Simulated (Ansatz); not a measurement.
With PBE (plane waves, PAW; program Ansatz), SiC in the cubic phase (Pm-3n; Si on 6c, C on 6d) relaxes to a = 5.357 Å. Against the elements it lies at 20 meV/atom, with no fitted shifts.

It is gapped at this level: 1.88 eV (indirect). The valence maximum lies at Γ and the conduction minimum on the Γ–X line, 76 % of the way from Γ (6 equivalent valleys). Electrons at the band edge weigh 0.35, 0.35, 0.51 mₑ (principal values).

An equation-of-state fit gives a bulk modulus of 166 GPa.

The start of the workflow was typed in or built on a structure type; neither database checked (COD, Materials Project) lists it. It is not the phase usual at ambient conditions (space group No. 186, 216). The cell was relaxed with PBE under the symmetry of its start; its stability against distortions is not shown here. The references are the lowest solids computed at this level, not always the standard phases.

Potentials: the later of the program's two PAW sets.
